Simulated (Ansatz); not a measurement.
Input and command of a plane-wave DFT calculation in Ansatz:

```yaml
crystal:
  lattice:
    - [-2.010093488, 2.010093488, 4.4900789602]
    - [2.010093488, -2.010093488, 4.4900789602]
    - [2.010093488, 2.010093488, -4.4900789602]
  atoms:
    - { symbol: In, position: [0.0, 0.0, 0.0] }
    - { symbol: W, position: [0.5, 0.5, 0.0] }
    - { symbol: W, position: [0.25, 0.75, 0.5] }
    - { symbol: W, position: [0.75, 0.25, 0.5] }
basis:
  ecutwfc: 420
kpoints:
  mp_grid: { grid: [6, 6, 6] }
hamiltonian:
  xc: pbe
scf:
  occupations: { method: gaussian, width: 0.1 }
  lower_state_search: "off"
output:
  forces: true
  stress: true
  eigenvalues: true
```

```bash
ansatz run input.yaml --threads 1 --pin off --max-ram 2560MiB --backend cpu --events-out ev --progress --plain --runs-dir out
```

Processor: Intel(R) Xeon(R) Platinum 8375C CPU @ 2.90GHz (Ice Lake), 1 thread, on a host shared with other jobs.

**Question.** How long does it run, and how much memory does it take?

**Answer.** About 3.7 s on 1 thread of Intel(R) Xeon(R) Platinum 8375C CPU @ 2.90GHz (Ice Lake) (shared host), peak memory 0.43 GiB. It solves 33 bands at 30 k points (the mesh reduced by the symmetry that the task leaves, which can be less than the crystal's) with about 1387 plane waves, in 6 SCF iterations.
